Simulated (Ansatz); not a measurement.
A distorted cell of Sc (hcp, Mg type):

```xyz
2
Lattice="3.3194 0.0000 0.0000 -1.6597 2.8747 0.0000 0.0000 0.0000 5.1664" Properties=species:S:1:pos:R:3 pbc="T T T"
Sc     0.0000     1.9165     3.7348
Sc     1.6597     0.9582     1.4316
```

All values below come from PBE (plane waves to 420 eV, PAW, scalar-relativistic; Ansatz, a program for electronic structure). k mesh 16×16×9 (Γ-centred), Fermi-Dirac smearing 0.05 eV. Compression counts positive. With partly filled bands, energies and forces of such displacements shift with the k mesh and the smearing. Sc is run without spin polarisation. Sc was relaxed with its symmetry unable to fall.

### Question
What forces act on the atoms (eV/Å, Cartesian)?

### Answer
```json
[
 {"atom": "Sc1", "Fx": "0.000", "Fy": "0.000", "Fz": "1.244"},
 {"atom": "Sc2", "Fx": "0.000", "Fy": "0.000", "Fz": "-1.244"}
]
```

### Question
Give the stress tensor in GPa and the pressure.

### Answer
```
    0.5      0.0      0.0
    0.0      0.5      0.0
    0.0      0.0      2.8
```
The pressure, a third of the trace, is 1.3 GPa.

(For displaced atoms, the force is minus the slope of the energy, and its curvature is a force constant, which sets phonon frequencies.)
